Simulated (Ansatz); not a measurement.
Ansatz input

```yaml
crystal:
  lattice:
    - [-1.4586409845, 1.4586409845, 1.4586409845]
    - [1.4586409845, -1.4586409845, 1.4586409845]
    - [1.4586409845, 1.4586409845, -1.4586409845]
  atoms:
    - { symbol: Rh, position: [0.0, 0.0, 0.0], spin: 0.121 }
hamiltonian:
  xc: mr2scan
  pseudopotentials:
    kind: paw
    azcp:
      Rh: "pseudopotentials/Rh.paw.azcp"
basis:
  ecutwfc: 500
  fft_grid_basis: typed
kpoints:
  mp_grid: { grid: [24, 24, 24], shift: [0, 0, 0] }
magnetization:
  spin_polarized: true
scf:
  occupations: { method: fermi_dirac, width: 0.05 }
output:
  stress: true
```

and its output:

```
Engine: ansatz 0.2.0, aarch64-unknown-linux-gnu
Pseudopotentials: kind: paw
Pseudopotential: Rh, paw, valence charge 17, recommended cutoff 500 eV (meta_gga) 
Functional definition: m-r2SCAN
  exchange = m_r2scan_x
  correlation = m_r2scan_c
Crystal: 1 atoms, lattice volume = 12.414 Å³
Basis set: ecut = 500 eV, 321 PW (Γ), exchange–correlation on 80×80×80 points (64 copies of the dense FFT grid, shifted against one another)
Bands: 13, of which v1, the nominal top of the filled ones, is band 9 counted from 1 (8 counted from 0)
Symmetry: 48 space group operations
Space group: Im-3m (ITA 229), of the structure as read, at distance tolerance 2.3e-5 Å
Magnetic group: BNS 229.140 (UNI 1642), of the structure as read, at distance tolerance 2.3e-5 Å
k-points: 413 of 13824
Non-local potential: Rh, projectors of the file, l = 0: 3, l = 1: 2, l = 2: 2, l = 3: 1
PAW form: soft (Blöchl's): semilocal exchange-correlation on the pseudo side does not see the compensation charge
PAW frozen core: Rh, regenerated for the run's functional (the file was generated under x = pbe(κ = 0.804, μ = 0.2195149727645171), c = pbe(β = 0.06672455060314922))
PAW one-centre angular grid: Rh, 590 points (default); XC on 160 Gauss nodes
Initial density: superposition of atomic densities (chi_scale 0.1, normalization cell)
Starting moments: Σ|m| = 0.121 μB on 1 of 1 site
Initial wavefunctions: pseudopotential atomic-orbital guess
Functional: x = mr2scan, c = mr2scan; τ floored in thin density (d = 2e-4 eV/Å³)
SCF iter   1: F=—  HF=-6415.269292 eV  |F-HF|=—  |Δ(HF+E_count)|=         —  Δρ=5.19e-2 (↑5.19e-2 ↓5.12e-2)  dr2=1.14e0  dr2_τ=7.28e-3  dr2_m=1.15e-3  M=0.110 μB ∫|m|=0.110 μB  β_m=1.00  ethr=3.10e-3  ⟨swp⟩=5.6  Hψ=59814  notcnv=0
Mixer restart at iter 1: flushing history
SCF iter   2: F=—  HF=-6414.687541 eV  |F-HF|=—  |Δ(HF+E_count)|=   5.82e-1  Δρ=1.89e-2 (↑1.89e-2 ↓1.89e-2)  dr2=9.73e-2  dr2_τ=6.05e-3  dr2_m=4.29e-5  M=0.108 μB ∫|m|=0.109 μB  β_m=1.00  ethr=3.10e-3  ⟨swp⟩=2.9  Hψ=24616  notcnv=0  defer=94  κ⁻¹=1.0e0(r=1)
SCF iter   3: F=—  HF=-6414.688470 eV  |F-HF|=—  |Δ(HF+E_count)|=         —  Δρ=1.03e-2 (↑9.93e-3 ↓1.03e-2)  dr2=1.12e-2  dr2_τ=5.49e-4  dr2_m=4.41e-5  M=0.100 μB ∫|m|=0.101 μB  β_m=1.00  ethr=5.72e-4  ⟨swp⟩=2.7  Hψ=18432  notcnv=0  defer=94
Mixer restart at iter 3: flushing history
SCF iter   4: F=—  HF=-6414.693224 eV  |F-HF|=—  |Δ(HF+E_count)|=   4.75e-3  Δρ=8.12e-3 (↑7.02e-3 ↓8.12e-3)  dr2=5.05e-3  dr2_τ=3.53e-4  dr2_m=4.21e-4  M=0.076 μB ∫|m|=0.077 μB  β_m=0.67  ethr=6.61e-5  ⟨swp⟩=1.0  Hψ=10738  notcnv=0  defer=94  κ⁻¹=1.0e0(r=1)
SCF iter   5: F=—  HF=-6414.699803 eV  |F-HF|=—  |Δ(HF+E_count)|=   6.58e-3  Δρ=5.96e-3 (↑3.80e-3 ↓5.96e-3)  dr2=8.16e-4  dr2_τ=1.30e-4  dr2_m=1.69e-3  M=0.017 μB ∫|m|=0.017 μB  β_m=0.30  ethr=2.97e-5  ⟨swp⟩=1.0  Hψ=10738  notcnv=0  defer=94  κ⁻¹=4.6e-2(r=2)
SCF iter   6: F=—  HF=-6414.700362 eV  |F-HF|=—  |Δ(HF+E_count)|=   5.59e-4  Δρ=3.75e-3 (↑2.43e-3 ↓3.75e-3)  dr2=2.36e-4  dr2_τ=2.21e-5  dr2_m=7.64e-4  M=0.004 μB ∫|m|=0.004 μB  β_m=0.30  ethr=4.80e-6  ⟨swp⟩=1.4  Hψ=13028  notcnv=0  defer=94  κ⁻¹=3.6e-2(r=3)
...
SCF 1 converged in 17 iterations: F = -6414.700516 eV  dr2 = 3.17e-12
...
SCF iter  19: F=-6414.700516 eV  HF=-6414.700515 eV  |F-HF|=2.85e-7  |Δ(HF+E_count)|=   3.05e-7  Δρ=9.81e-6 (↑9.81e-6 ↓6.36e-6)  dr2=3.89e-9  dr2_τ=2.05e-10  dr2_m=1.19e-9  M=0.000 μB ∫|m|=0.000 μB  β_m=1.20  ethr=2.16e-10  ⟨swp⟩=3.0  Hψ=28023  notcnv=0  κ⁻¹=8.3e-8(r=8)
iter 20 did not close the SCF: its close was put off for a magnetic moment that had not settled (scf_convergence_deferred on its scf_iter line)
SCF iter  20: F=-6414.700516 eV  HF=-6414.700515 eV  |F-HF|=2.47e-7  |Δ(HF+E_count)|=   2.27e-8  Δρ=3.16e-6 (↑2.19e-6 ↓3.16e-6)  dr2=2.51e-10  dr2_τ=5.57e-11  dr2_m=5.92e-10  M=0.001 μB ∫|m|=0.001 μB  β_m=1.20  ethr=2.29e-11  ⟨swp⟩=1.0  Hψ=32487  notcnv=0  κ⁻¹=1.3e-7(r=8)
SCF iter  21: F=-6414.700516 eV  HF=-6414.700516 eV  |F-HF|=1.90e-8  |Δ(HF+E_count)|=   2.46e-7  Δρ=3.12e-6 (↑2.93e-6 ↓3.12e-6)  dr2=6.14e-10  dr2_τ=1.92e-11  dr2_m=6.81e-12  M=-0.000 μB ∫|m|=0.000 μB  ethr=1.47e-12  ⟨swp⟩=1.0  Hψ=38197  notcnv=0
SCF 2 converged in 21 iterations: F = -6414.700516 eV  dr2 = 6.14e-10
WARN: the starting moments were not kept: the SCF closed with an absolute magnetisation of 7.7e-6 μB, where they sum to 0.121 μB in size (1 site). That is at most 0.1 of that sum. Measured as dr2_m measures the in/out step, that magnetisation stands 4.5e-11 eV from none, at or under the dr2_threshold of 1.0e-7 eV: it is no larger than a step whose dr2_m would equal this threshold. The system may hold no moment; this SCF shows only that its start led to no more than that. To try another start: raise the starting moments (crystal.atoms[].spin, magnetization.per_species, magnetization.initial_magnetization, or on a non-collinear deck that types none of these the spinor_matrix: blocks that start its atoms; where the total moment is fixed, keep their sum and leave initial_magnetization as it is; typed ones take the place of any that the run laid by itself, positive ones on a crystal's lanthanoids without a Hubbard term where scf.initial_density.shell_occupations: [] is typed) or, if the notice of its spin-set hold's release reads "site moments contracting" or "site moments show no strong build", lengthen the hold (scf.mixing.spin_hold: { on: { confirm: 4 } }; for m-r²SCAN on two components see the key's manual first). Each may lead to a state that holds a moment. A second SCF, from the converged charge density, with the starting moments and any scf.initial_density.shell_occupations laid on it anew, would have followed, and was not run: the deck does not ask for one (magnetization.retry_lost_moments is false, the default). To let it run, set magnetization.retry_lost_moments: true and run the deck again, where that key's refused combinations let it; where memory then withholds it, that run's warning says so.
this state was not tested for a lower state beside it, because the mixer in use, unlike msr1, does not test its closes by its own steps (another_mixer; see scf.mixing.algorithm and scf.lower_state_search)
SCF converged after 17 iterations
Magnetization: -0.0000 μB (8.5000 up, 8.5000 down)
Absolute magnetization: 0.0000 μB (∫|ρ↑−ρ↓|, with the PAW one-centre terms)
Spin contamination: 0.0000 ħ² per cell (⟨S²⟩ above its minimum at these occupations)
Per-site moments (μB) at R_I (Å): [(-7.327439966230538e-6, 1.0421566217519684)]
Free energy (F): -6414.700516 eV
Harris-Foulkes:  -6414.700516 eV  (|F-HF|=1.09e-11)
Internal energy: -6414.684254 eV  (E = F + TS)
E sigma→0 (E₀):  -6414.692385 eV
Entropy (-TS):   -0.016262 eV (-16.262 meV/atom)
Fermi energy:    25.064848 eV
--- Per-component energies (eV) ---
  E_band       = -54.311627
  E_kinetic    = 578.545330
  E_local      = -1442.923726  (includes V_loc(G=0)·N_el)
  E_nonlocal   = 357.328660
  E_hartree    = 511.970675
  E_xc         = -218.265090
  E_vxc        = -316.247216  (∫ρ·V_xc dr)
  E_paw        = -3605.290802  (= ΣΔE_a)
  E_vpaw       = -276.289876  (= ΣTr[D̂ρ^β])
  E_aug_tail   = 0.000682  (compensation charges beyond the density's cutoff)
  E_vtau       = 21.333109  (kinetic-family band-sum trace: ∫τ·v_τ [+ j·A + Jᵃ·Aᵃ] dr)
  E_ewald      = -2595.680023
  E_core_change = -0.369959  (= ΣΔE_core)
  E_smearing   = -0.016262  (= −TS)
  E_closure    = -0.000000  (closes the sum)
  Σ components = -6414.700516   (vs F -6414.700516, Δ=0.00e0)
--- Stress (GPa, compression-positive) ---
       45.305763      -0.000000      -0.000000
       -0.000000      45.305763      -0.000000
        0.000000       0.000000      45.305763
  P = ⅓ Tr σ = 45.3058 GPa (453.058 kbar)
```
